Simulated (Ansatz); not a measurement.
Relaxation of a generated cell, Te2Mo built in the cotunnite structure type; 12 atoms in the cell, which starts as Pnma (No. 62), oP12; a = 7.9578 Å, b = 4.7350 Å, c = 9.4457 Å, α = 90.00°, β = 90.00°, γ = 90.00°. Computed with PBE (plane waves to 420 eV, PAW, scalar-relativistic; Ansatz, a program for electronic structure). Γ-centred k-mesh 3×4×2 on the run's cell (coarser than for final values), Fermi–Dirac smearing 0.05 eV. This is the first round of the run. 

The optimiser's lines from the output (shortened; P is positive under compression):

```
relax step   1: F+E_penalty+E_count = -75656.79146035 eV  Δ(F+E_penalty+E_count) = +0.000e0 eV  max|allowed force component| = 1.301e0 eV/Å  Δτ_max = 0.0000 Å  P = -12.993 GPa  Ω = 355.918 Å³  (10 SCF iters, dr2 threshold 1.00e-7 eV, accepted)
relax step   2: F+E_penalty+E_count = -75660.29266873 eV  Δ(F+E_penalty+E_count) = -3.501e0 eV  max|allowed force component| = 5.656e-1 eV/Å  Δτ_max = 0.1039 Å  P = -7.500 GPa  Ω = 311.931 Å³  (7 SCF iters, dr2 threshold 1.20e-6 eV, accepted)
relax step   3: F+E_penalty+E_count = -75661.40725188 eV  Δ(F+E_penalty+E_count) = -1.115e0 eV  max|allowed force component| = 3.563e-1 eV/Å  Δτ_max = 0.0916 Å  P = +1.380 GPa  Ω = 279.449 Å³  (7 SCF iters, dr2 threshold 1.20e-6 eV, accepted)
relax step   4: F+E_penalty+E_count = -75661.74734042 eV  Δ(F+E_penalty+E_count) = -3.401e-1 eV  max|allowed force component| = 2.519e-1 eV/Å  Δτ_max = 0.1455 Å  P = +0.826 GPa  Ω = 282.641 Å³  (7 SCF iters, dr2 threshold 1.20e-6 eV, accepted)
relax step   5: F+E_penalty+E_count = -75662.10950044 eV  Δ(F+E_penalty+E_count) = -3.622e-1 eV  max|allowed force component| = 3.896e-1 eV/Å  Δτ_max = 0.1363 Å  P = +0.594 GPa  Ω = 283.732 Å³  (7 SCF iters, dr2 threshold 1.20e-6 eV, accepted)
relax step   6: F+E_penalty+E_count = -75662.29492943 eV  Δ(F+E_penalty+E_count) = -1.854e-1 eV  max|allowed force component| = 1.803e-1 eV/Å  Δτ_max = 0.0648 Å  P = -0.249 GPa  Ω = 283.826 Å³  (6 SCF iters, dr2 threshold 1.20e-6 eV, accepted)
relax step   7: F+E_penalty+E_count = -75662.34585469 eV  Δ(F+E_penalty+E_count) = -5.093e-2 eV  max|allowed force component| = 1.760e-1 eV/Å  Δτ_max = 0.0359 Å  P = +0.639 GPa  Ω = 278.993 Å³  (6 SCF iters, dr2 threshold 1.20e-6 eV, accepted)
relax step   8: F+E_penalty+E_count = -75662.33811243 eV  Δ(F+E_penalty+E_count) = +7.742e-3 eV  max|allowed force component| = 2.342e-1 eV/Å  Δτ_max = 0.0575 Å  P = -0.161 GPa  Ω = 280.613 Å³  (6 SCF iters, dr2 threshold 1.20e-6 eV, rejected (line search))
relax step   9: F+E_penalty+E_count = -75662.36426693 eV  Δ(F+E_penalty+E_count) = -1.841e-2 eV  max|allowed force component| = 5.851e-2 eV/Å  Δτ_max = 0.0273 Å  P = +0.137 GPa  Ω = 279.726 Å³  (10 SCF iters, accepted)
relax step  10: F+E_penalty+E_count = -75662.36552667 eV  Δ(F+E_penalty+E_count) = -1.260e-3 eV  max|allowed force component| = 2.664e-2 eV/Å  Δτ_max = 0.0065 Å  P = -0.100 GPa  Ω = 280.007 Å³  (6 SCF iters, dr2 threshold 3.83e-7 eV, accepted)
relax step  11: F+E_penalty+E_count = -75662.36633307 eV  Δ(F+E_penalty+E_count) = -8.064e-4 eV  max|allowed force component| = 1.538e-2 eV/Å  Δτ_max = 0.0037 Å  P = -0.016 GPa  Ω = 279.566 Å³  (6 SCF iters, dr2 threshold 1.33e-7 eV, accepted)
relax step  12: F+E_penalty+E_count = -75662.36674782 eV  Δ(F+E_penalty+E_count) = -4.147e-4 eV  max|allowed force component| = 4.619e-3 eV/Å  Δτ_max = 0.0047 Å  P = +0.009 GPa  Ω = 279.232 Å³  (6 SCF iters, dr2 threshold 1.48e-8 eV, accepted)
relax step  13: F+E_penalty+E_count = -75662.36698680 eV  Δ(F+E_penalty+E_count) = -2.390e-4 eV  max|allowed force component| = 7.068e-4 eV/Å  Δτ_max = 0.0049 Å  P = -0.001 GPa  Ω = 278.909 Å³  (6 SCF iters, dr2 threshold 7.81e-9 eV, accepted)
relax step  14: F+E_penalty+E_count = -75662.36045631 eV  Δ(F+E_penalty+E_count) = +6.530e-3 eV  max|allowed force component| = 7.196e-4 eV/Å  Δτ_max = 0.0000 Å  P = -0.010 GPa  Ω = 278.909 Å³  stress off target by 1.17e-2 GPa  SCF on the basis re-selected at this cell (its energy is not comparable with the rows above)  (7 SCF iters)
```

From the first to the last row the energy changes by -0.46 eV/atom and the volume by -21.6 %. The last row is marked as not comparable with the walk above it, whose basis was carried along; it does compare with step 1, since both stand on a basis selected at the nominal cutoff for their own cell.

Step 8 was rejected by the optimiser.

Later rounds, restarted from the end of this one on a renewed k-mesh, logged 11 more steps and released under 0.01 eV/atom more. The final structure after all rounds: Pnma (No. 62), oP12; a = 7.737 Å, b = 3.691 Å, c = 9.830 Å, α = β = γ = 90.00°. Between re-selections the logged energies stand on a plane-wave basis carried along with the cell. No spin polarisation in the result.

The run could not lose the symmetry of its start, so the end can be a saddle point.

The relaxed structure here is a generated cell of Te2Mo: the first start was made by placing the elements on the sites of a structure type, and the end was not matched to a known phase here, so it may be hypothetical. Known forms of Te2Mo include space group No. 194.
